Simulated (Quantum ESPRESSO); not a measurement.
Kohn-Sham bands of GaN (wurtzite)

```yaml
crystal:
  lattice:
    - [3.18893, 0.00000, 0.00000]
    - [-1.59446, 2.76169, 0.00000]
    - [0.00000, 0.00000, 5.19236]
  atoms:
    - { symbol: Ga, position: [0.66667, 0.33333, 0.49908] }
    - { symbol: Ga, position: [0.33333, 0.66667, 0.99908] }
    - { symbol: N, position: [0.66667, 0.33333, 0.87592] }
    - { symbol: N, position: [0.33333, 0.66667, 0.37592] }
```

Cell from Materials Project (mp-804), symmetrised, no further relaxation. COD (Crystallography Open Database) has the formula in 2 space groups, this one among them (matched by group alone). Computed values, not measurements, from PBE: Quantum ESPRESSO (norm-conserving PseudoDojo potentials, cutoff 68 Ry, no spin polarisation, no spin-orbit coupling) on a Γ-centred 6×6×6 mesh, then Wannier90. Density: 12×12×6 mesh, cold smearing 0.01 Ry.

The lattice is scaled uniformly by ε, fractional positions fixed (axis ratios and free coordinates are held, so this isn't the response to pressure); Kohn-Sham values from pw.x, the row at 1.0 % withheld:

```csv
ε (%),gap (eV),width of the top valence group (eV),direct gap at K (eV)
-2.0,2.354,7.432,8.100
-1.0,2.146,7.222,8.008
0.0,1.940,7.023,7.916
1.0,?,?,?
2.0,1.536,6.652,7.734
```

Q: Fit y = y₀ + bε + cε² to the rows at -2.0, 0 and 2.0 %, check it on the fourth row, and predict the withheld one.

A: 
- gap (eV): b = (1.536 − 2.354)/4 = -0.2045, c = (1.536 + 2.354 − 2×1.940)/8 = 0.00125. Check at -1.0 %: 2.146 for 2.146. Prediction 1.737; the run gives 1.737.
- width of the top valence group (eV): b = (6.652 − 7.432)/4 = -0.1950, c = (6.652 + 7.432 − 2×7.023)/8 = 0.00475. Check at -1.0 %: 7.223 for 7.222. Prediction 6.833; the run gives 6.833.
- direct gap at K (eV): b = (7.734 − 8.100)/4 = -0.0915, c = (7.734 + 8.100 − 2×7.916)/8 = 0.00025. Check at -1.0 %: 8.008 for 8.008. Prediction 7.825; the run gives 7.825.
